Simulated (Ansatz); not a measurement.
## NaGa$_{3}$: how the energy converges with the cutoff

NaGa$_{3}$, Pm-3m, a = 4.275 Å. The structure is a Materials Project entry; whether it is the stable form wasn't checked. Ansatz: PBEsol, PAW, cutoff varied, Γ-centred 10×10×10 mesh on 4 atoms, Gaussian smearing 0.10 eV; no spin polarisation. Single points at one geometry, the cutoff alone changed; ΔE is the energy at zero smearing over the run at 500 eV. The runs up to 350 eV lie under the cutoff recommended for these PAW datasets.

| cutoff (eV) | ΔE (meV/atom) |
| --- | --- |
| 250 | ? |
| 300 | 93.75 |
| 350 | 5.49 |
| 420 | 0.80 |

Assume ΔE falls exponentially with the cutoff, fit y = ln ΔE against x, the cutoff in eV, to the other rows, and predict the missing value.

y = 4.541, 1.703, -0.223. Means x = 356.7, y = 2.0070; Σ(Δx)² = 7267, ΣΔxΔy = -282.8; the slope is their ratio. y = 15.89 − 0.03892 x, a factor of ten per 59 eV. At 250 eV this gives ΔE = 473.43 meV/atom. The run gave 1029.41, a ratio of 0.46. Between neighbouring rows the decay runs from a factor of ten per 41 eV to one per 84 eV, so one exponential is only a rough guide. The fast fall gives way to a slow tail, so a fit to low cutoffs promises convergence too early.